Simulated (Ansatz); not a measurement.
**Response of Ta to small distortions**

```yaml
crystal:
  lattice:
    - [-1.65128, 1.65128, 1.65128]
    - [1.65128, -1.65128, 1.65128]
    - [1.65128, 1.65128, -1.65128]
  atoms:
    - { symbol: Ta, position: [0.00000, 0.00000, 0.00000] }
```

The cell comes from COD entry 1541266, which wasn't checked; take it as a given geometry.

No spin–orbit coupling, which matters for the heavy atoms here.

All numbers below come from DFT, PBEsol, PAW with Ansatz's default frozen-core files, scalar-relativistic (Ansatz 0.2.0).

The runs use a Γ-centred 17×17×17 k mesh, Fermi–Dirac smearing of 0.08 eV, cutoff 420 eV, no spin polarisation; the PAW files were made with PBE, and the program remakes their frozen cores for this functional.

The unchanged cell is at -3.79 GPa.

In a metal, stresses and small energies carry noise from the k mesh.

x, y and z are the Cartesian axes of the cell as listed; fractional coordinates follow a strain, and an engineering shear is twice the off-diagonal strain component.

(1) One change gave: energy change +1.2 meV/atom; stress change (xx, yy, zz, yz, xz, xy) 0.05, 0.05, 0.05, 0.74, 0.74, 0.74 GPa, compression positive. Which change was it?
A. equal xy, yz and zx engineering shear strains of +1 %
B. equal xy, yz and zx engineering shear strains of -1 %
C. equal xy, yz and zx engineering shear strains of +2 %
D. equal xy, yz and zx engineering shear strains of +3 %
E. equal xy, yz and zx engineering shear strains of -3 %
F. equal xy, yz and zx engineering shear strains of -2 %

Results:

(1) B. For equal xy, yz and zx engineering shear strains of -3 %: energy change +10.6 meV/atom; stress change (xx, yy, zz, yz, xz, xy) 0.36, 0.36, 0.36, 2.02, 2.02, 2.02 GPa, compression positive. For equal xy, yz and zx engineering shear strains of +2 %: energy change +5.0 meV/atom; stress change (xx, yy, zz, yz, xz, xy) 0.18, 0.18, 0.18, -1.52, -1.52, -1.52 GPa, compression positive. For equal xy, yz and zx engineering shear strains of -2 %: energy change +4.8 meV/atom; stress change (xx, yy, zz, yz, xz, xy) 0.17, 0.17, 0.17, 1.42, 1.42, 1.42 GPa, compression positive. For equal xy, yz and zx engineering shear strains of +1 %: energy change +1.2 meV/atom; stress change (xx, yy, zz, yz, xz, xy) 0.05, 0.05, 0.05, -0.76, -0.76, -0.76 GPa, compression positive. For equal xy, yz and zx engineering shear strains of +3 %: energy change +11.1 meV/atom; stress change (xx, yy, zz, yz, xz, xy) 0.38, 0.38, 0.38, -2.24, -2.24, -2.24 GPa, compression positive.
